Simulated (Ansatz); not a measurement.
Relaxation path: Te$_{2}$Au

DFT, PBEsol, PAW with Ansatz's default frozen-core files, scalar-relativistic (Ansatz 0.2.0); a Γ-centred 10×10×7 k mesh, Fermi–Dirac smearing of 0.05 eV, no spin polarisation. The run relaxes cell and atoms at a target pressure of 0 GPa.

Command: `ansatz run input.yaml --threads 1 --pin off --max-ram 3072MiB --backend cpu --events-out ev --progress --plain --runs-dir out` It took 100 s on 1 thread of AMD EPYC 7571, with other jobs on the host, peak memory 0.52 GiB.

PAW: frozen-core files, cutoff 420 eV; forces are relaxed below 0.005 eV/Å.

Each step lists its free energy a cell above the last geometry, the pressure, the cell vectors (Å), and Cartesian positions (Å) with forces (eV/Å).

The first step:

```
step 1  dF = 58.71 meV  P = 4.98 GPa
  cell 4.0780 0.0000 0.0000  -2.0390 3.5317 0.0000  0.0000 0.0000 5.0000
  Te 2.0390 1.1772 1.4660   0.0000 0.0000 -0.0216
  Te 0.0000 2.3544 3.5340   0.0000 0.0000 0.0216
  Au 0.0000 0.0000 0.0000   0.0000 0.0000 0.0000
```

Spin–orbit coupling is left out, which matters for the heavy atoms. The PAW files were made under PBE.

**Question.** Where does the relaxation end, and by which steps?

**Answer.** After 5 geometries, with conventional a, b, c = 4.163, 4.163, 5.064 Å, at 25.331 Å³/atom (+5.53 % against the start) in space group P-3m1, with a shortest distance of 2.814 Å. The further steps:
```
step 2  dF = 127.00 meV  P = -4.93 GPa  (not accepted)
  cell 4.2767 0.0000 0.0000  -2.1384 3.7038 0.0000  0.0000 0.0000 5.2185
  Te 2.1384 1.2346 1.4443   0.0000 0.0000 0.1595
  Te 0.0000 2.4692 3.7741   0.0000 0.0000 -0.1595
  Au 0.0000 0.0000 0.0000   0.0000 0.0000 0.0000
step 3  dF = 3.14 meV  P = -0.76 GPa
  cell 4.1712 0.0000 0.0000  -2.0856 3.6123 0.0000  0.0000 0.0000 5.1011
  Te 2.0856 1.2041 1.4636   0.0000 0.0000 0.0609
  Te 0.0000 2.4082 3.6375   0.0000 0.0000 -0.0609
  Au 0.0000 0.0000 0.0000   0.0000 0.0000 0.0000
step 4  dF = 0.11 meV  P = -0.09 GPa
  cell 4.1623 0.0000 0.0000  -2.0811 3.6046 0.0000  0.0000 0.0000 5.0724
  Te 2.0811 1.2015 1.4642   0.0000 0.0000 0.0131
  Te 0.0000 2.4031 3.6083   0.0000 0.0000 -0.0131
  Au 0.0000 0.0000 0.0000   0.0000 0.0000 0.0000
step 5  dF = 0.00 meV  P = 0.00 GPa
  cell 4.1627 0.0000 0.0000  -2.0814 3.6050 0.0000  0.0000 0.0000 5.0639
  Te 2.0814 1.2017 1.4633   0.0000 0.0000 0.0007
  Te 0.0000 2.4034 3.6005   0.0000 0.0000 -0.0007
  Au 0.0000 0.0000 0.0000   0.0000 0.0000 0.0000
step 6  dF = -0.95 meV  P = -0.01 GPa  (same geometry on a basis chosen anew; earlier energies don't compare to the last digit)
  cell 4.1627 0.0000 0.0000  -2.0814 3.6050 0.0000  0.0000 0.0000 5.0639
  Te 2.0814 1.2017 1.4633   0.0000 0.0000 0.0005
  Te 0.0000 2.4034 3.6005   0.0000 0.0000 -0.0005
  Au 0.0000 0.0000 0.0000   0.0000 0.0000 0.0000
```
